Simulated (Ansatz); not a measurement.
An Ansatz (an electronic-structure program) run. Input:

Ansatz 0.2 input:
```yaml
crystal:
  lattice:
    - [3.8470293447, 0.0, 0.0]
    - [-1.9235146724, 3.3316251416, 0.0]
    - [0.0, 0.0, 5.3215422161]
  atoms:
    - { symbol: Ni, position: [0.0, 0.0, 0.0] }
    - { symbol: Te, position: [0.3333333333, 0.6666666667, 0.2448094211] }
    - { symbol: Te, position: [0.6666666667, 0.3333333333, 0.7551905789] }
kpoints:
  mp_grid: { grid: [12, 12, 8] }
hamiltonian:
  xc: r2scan
  dispersion: d4
  pseudopotentials: { kind: paw }
scf:
  occupations: { method: gaussian, width: 0.05 }
checkpoint: { read: metal.run }
output: { write_density: true, elf: true, volumetric_format: npy }
basis: { fft_grid_basis: typed }
```

Output (shortened):

```
Pseudopotential: Ni, paw, valence charge 18
Pseudopotential: Te, paw, valence charge 16
Functional definition: r2SCAN
Crystal: 3 atoms, lattice volume = 68.205 Å³
Basis set: ecut = 500 eV, 1681 PW (Γ), exchange–correlation on 120×120×160 points (64 copies of the dense FFT grid, shifted against one another)
Bands: 30, of which v1, the nominal top of the filled ones, is band 25 counted from 1 (24 counted from 0)
Symmetry: 12 space group operations
Space group: P-3m1 (ITA 164), of the structure as read, at distance tolerance 4.1e-5 Å
k-points: 131 of 1152
Stability of the state it starts from, as read at its close in the unpolarized treatment …
iter 1 solved again at ethr=8.35e-8 eV; its pass at ethr=3.10e-3 eV (dr2=4.17e-5 eV) is discarded
SCF iter   1: F=—  HF=-19836.134913 eV  |F-HF|=—  |Δ(HF+E_count)|=         —  Δρ=4.27e-7  dr2=1.79e-10  dr2_τ=4.41e-12  ethr=8.35e-8  ⟨swp⟩=3.8  Hψ=28798  notcnv=0
preconditioner: auto → LDOS
SCF iter   2: F=-19836.134913 eV  HF=-19836.134913 eV  |F-HF|=3.06e-10  |Δ(HF+E_count)|=   1.76e-8  Δρ=9.37e-7  dr2=3.38e-10  dr2_τ=3.84e-12  ethr=1.00e-12  ⟨swp⟩=7.1  Hψ=17737  notcnv=0
SCF 1 converged in 2 iterations: F = -19836.134913 eV  dr2 = 3.38e-10
SCF converged after 2 iterations
Free energy (F): -19836.134913 eV
Harris-Foulkes:  -19836.134913 eV  (|F-HF|=3.06e-10)
Internal energy: -19836.131399 eV  (E = F + TS)
E sigma→0 (E₀):  -19836.133156 eV
Entropy (-TS):   -0.003514 eV (-1.171 meV/atom)
Fermi energy:    12.266920 eV
--- Per-component energies (eV) ---
  E_band       = -866.828916
  E_kinetic    = 645.473354
  E_local      = -7108.704048  (includes V_loc(G=0)·N_el)
  E_nonlocal   = 22.207589
  E_hartree    = 3620.883488
  E_xc         = -309.572555
  E_vxc        = -340.886243  (∫ρ·V_xc dr)
  E_paw        = -11020.165826  (= ΣΔE_a)
  E_vpaw       = -1348.898442  (= ΣTr[D̂ρ^β])
  E_aug_tail   = 0.000164  (compensation charges beyond the density's cutoff)
  E_vtau       = 22.210419  (kinetic-family band-sum trace: ∫τ·v_τ [+ j·A + Jᵃ·Aᵃ] dr)
  E_ewald      = -5685.994201
  E_disp       = -0.529007  (pairwise vdW)
  E_core_change = 0.269642  (= ΣΔE_core)
  E_smearing   = -0.003514  (= −TS)
  E_closure    =  0.000000  (closes the sum)
  Σ components = -19836.134913   (vs F -19836.134913, Δ=0.00e0)
  [band-id]    e_kinetic+e_local+e_nonlocal+2·e_hartree+e_vxc+e_vpaw+e_augmentation_tail+e_vtau = -866.830232   (vs E_band -866.828916, Δ=-1.32e-3)
--- Band table (eV; the first three rows and the last of 131) ---
  k-point 0: bands = ["-95.0551", "-54.0081", "-54.0081", "-53.9423", "-25.9647", "-25.9647", "-25.9617", "-25.9592", "-25.9411", "-25.9411", "-25.9186", "-25.9186", "-25.9164", "-25.9164", "-2.1659", "1.3608", "5.8403", "8.3596", "8.3596", "9.8159", …
  k-point 1: bands = ["-95.0551", "-54.0081", "-54.0081", "-53.9423", "-25.9639", "-25.9639", "-25.9616", "-25.9592", "-25.9423", "-25.9423", "-25.9189", "-25.9189", "-25.9156", "-25.9156", "-2.0959", "1.1053", "6.2115", "8.3738", "8.3738", "9.8134", …
  k-point 2: bands = ["-95.0551", "-54.0081", "-54.0081", "-53.9423", "-25.9618", "-25.9618", "-25.9614", "-25.9594", "-25.9454", "-25.9454", "-25.9192", "-25.9192", "-25.9144", "-25.9144", "-1.8939", "0.5357", "7.1112", "8.4090", "8.4090", "9.8075", …
  k-point 130: bands = ["-95.0551", "-54.0086", "-54.0086", "-53.9422", "-25.9655", "-25.9655", "-25.9578", "-25.9510", "-25.9446", "-25.9446", "-25.9155", "-25.9133", "-25.9133", "-25.9114", "0.6778", "0.6778", "6.5382", "6.5382", "6.7040", "8.2521", …
```

Cost: around 23 core-seconds (rough) on shared cores.

The workflow started from an entry of the Crystallography Open Database (COD). Whether it is the stable phase at ambient conditions was not checked. Symmetry was held in the r²SCAN+D4 relaxation; whether a distortion lowers the energy is not shown. No spin polarisation was allowed. Spin–orbit coupling is left out wherever it is not named.

Potentials: the later of the program's two PAW sets.

Ansatz is a plane-wave DFT program.
